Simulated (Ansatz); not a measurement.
This LiWS3 structure is the end of a relaxation. The cell was found from a structure generator's guess, not taken from experiment.

Theory: Ansatz, DFT PBE, scalar-relativistic, plane waves, PAW. Cutoff 420 eV, Γ-centred mesh, Gaussian smearing, no spin polarisation.

```
Li W S
1.0
     4.96198    0.00000    0.00000
    -2.48099    4.29720    0.00000
     0.00000    0.00000    4.46242
Li W S
1 1 3
Cartesian
  0.0000 0.0000 2.2312
  0.0000 0.0000 0.0000
  2.4810 0.0000 2.2312
  -1.2405 2.1486 2.2312
  1.2405 2.1486 2.2312
```

Energies over the elements count from the elements' standard structures at the same level, with no fitted energy shifts.

Problem. What space group does it have?

Solution. P6/mmm (No. 191). Conventional cell: a = 4.962 Å, c = 4.462 Å. Around Li lie 2 W at 2.23 Å and 6 S at 2.48 Å; W is surrounded by 2 Li at 2.23 Å and 12 S at 3.34 Å; S has 4 S at 2.48 Å and 2 Li at 2.48 Å.

Problem. What is its formation energy per atom?

Solution. +1.72 eV/atom. A positive value: parting into the elements would lower its energy.

Problem. Is it a metal?

Solution. Yes, bands cross the Fermi level on the 9×9×8 mesh.

The last run used a 9×9×8 mesh (in the run's order of axes) for its 5-atom cell and Gaussian smearing of 0.10 eV. These runs have no spin–orbit coupling, which can matter for W. An odd number of electrons in the primitive cell allows no gap without spin; a larger cell or a magnetic state could open one. The cell is a metal run without spin; a magnetic state may lie lower. The reference form of S is held partly by dispersion forces, which this level lacks. Symmetry constrained the relaxation, so the result can be a saddle point.
